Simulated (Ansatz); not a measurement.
TlCl (rock salt, Fm-3m), LDA in the plane-wave PAW code Ansatz. The conduction-band minimum lies at L, with 4 equivalent valleys. Second derivatives d²E/dk² of the lowest band at one valley (eV·Å²), along Cartesian directions:

```csv
direction,d²E/dk²
[100],26.37
[010],26.37
[001],26.37
[110],29.97
[101],22.82
[011],22.82
```

### Question
Find the principal effective masses, the density-of-states mass and the conductivity mass.

### Answer
Off-diagonal terms follow from H_xy = H[110] − (H_xx + H_yy)/2, and m*/mₑ = 7.620 eV·Å² over each eigenvalue: 0.23, 0.33, 0.33. One valley's DOS mass (m₁m₂m₃)^(1/3) = 0.29, conductivity mass 3/(Σ 1/mᵢ) = 0.29 mₑ.

### Question
What effective density of states Nc follows at 300 K for parabolic valleys?

### Answer
Nc = 2.509e19 × 4 × (0.29)^(3/2) ≈ 1.6e19 cm⁻³.

The workflow started from a Materials Project entry (that database holds measured and hypothetical structures alike); the Crystallography Open Database copy checked does not list it. COD files the formula under space group No. 221. Whether it is the stable phase at ambient conditions was not checked. Symmetry was held in the LDA relaxation; its stability against distortions is not shown here. Spin–orbit coupling is left out wherever it is not named.

Potentials: the later of the program's two PAW sets.

Edges and masses are those of Kohn–Sham bands, whose gap is no quasiparticle gap.
